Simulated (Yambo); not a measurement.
Yambo run on K2AgAlCl6 (space group Fm-3m, No. 225). The wavefunctions come from this Quantum ESPRESSO step (PBEsol, PseudoDojo standard norm-conserving files, scalar-relativistic):

```
&CONTROL
  calculation = 'nscf'
  pseudo_dir = './pseudo'
  outdir = './out'
/
&SYSTEM
  ibrav = 0
  nat = 10
  ntyp = 4
  ecutwfc = 82.0
  ecutrho = 328.0
  occupations = 'fixed'
  force_symmorphic = .true.
  nbnd = 373
/
&ELECTRONS
  conv_thr = 1e-08
  diago_full_acc = .true.
  diago_thr_init = 1e-08
/
ATOMIC_SPECIES
Al 26.9815 Al.upf
Cl 35.4500 Cl.upf
K 39.0983 K.upf
Ag 107.8682 Ag.upf
CELL_PARAMETERS angstrom
  0.000000000000   5.072535000000   5.072535000000
  5.072535000000   0.000000000000   5.072535000000
  5.072535000000   5.072535000000   0.000000000000
ATOMIC_POSITIONS crystal
Al   0.000000000000   0.000000000000   0.000000000000
Cl   0.768550000000   0.231450000000   0.231450000000
Cl   0.231450000000   0.768550000000   0.768550000000
Cl   0.231450000000   0.768550000000   0.231450000000
Cl   0.768550000000   0.231450000000   0.768550000000
Cl   0.231450000000   0.231450000000   0.768550000000
Cl   0.768550000000   0.768550000000   0.231450000000
K   0.750000000000   0.750000000000   0.750000000000
K   0.250000000000   0.250000000000   0.250000000000
Ag   0.500000000000   0.500000000000   0.500000000000
K_POINTS automatic
2 2 2 0 0 0
```

Yambo input:

```
rim_cut
gw0
dyson
el_el_corr
HF_and_locXC
ppa
em1d
RandQpts= 1000000
RandGvec= 1 Ry
EXXRLvcs= 82 Ry
VXCRLvcs= 328 Ry
Chimod= "HARTREE"
% BndsRnXp
 5 | 372 |
%
NGsBlkXp= 7 Ry
% LongDrXp
 1.0 | 1.0 | 1.0 |
%
PPAPntXp= 27.2114 eV
% GbndRnge
 1 | 372 |
%
GTermKind= "BG"
DysSolver= "n"
ExtendOut
% QPkrange
 1 | 1 | 41 | 42 |
 2 | 2 | 41 | 42 |
 3 | 3 | 41 | 42 |
%
```

k points by index: 1 = Γ, 2 = L, 3 = X.

The o-*.qp file then holds:

```
#    K-point    Band    Eo [eV]    E [eV]    E-Eo [eV]    Vxc [eV]    Vnlxc [eV]    Sc|Eo [eV]    Sc|E [eV]    dSc/dw|Eo [eV]    Re(Z)    Im(Z)
#
    1    41    0.000000    -1.358234    -1.358234    -20.44472    -25.45705    3.313485    3.654091    -6.823149    0.799521    -0.001339
    1    42    2.086874    3.054216    0.967342    -11.20964    -6.701325    -3.345718    -3.540977    -5.492110    0.832062    -0.001116
    2    41    -0.272530    -1.710752    -1.438222    -19.23435    -24.26001    3.226567    3.587441    -6.827138    0.799427    -0.001348
    2    42    4.017340    5.043726    1.026387    -11.84191    -6.942176    -3.662269    -3.873347    -5.595439    0.829441    -0.001184
    3    41    -0.001877    -1.354085    -1.352207    -20.46004    -25.46068    3.309386    3.648430    -6.822121    0.799545    -0.001343
    3    42    4.451093    5.433634    0.982541    -12.90235    -8.227647    -3.481510    -3.692167    -5.834165    0.823451    0.566350E-4
```
(The two width columns are left out.) Convergence of these settings isn't established.

Spin-orbit coupling is not included.

Geometry of the Materials Project entry, not relaxed at this level.

The structure is a Materials Project entry; no match was found in the copy of COD used, and its stability was not checked.
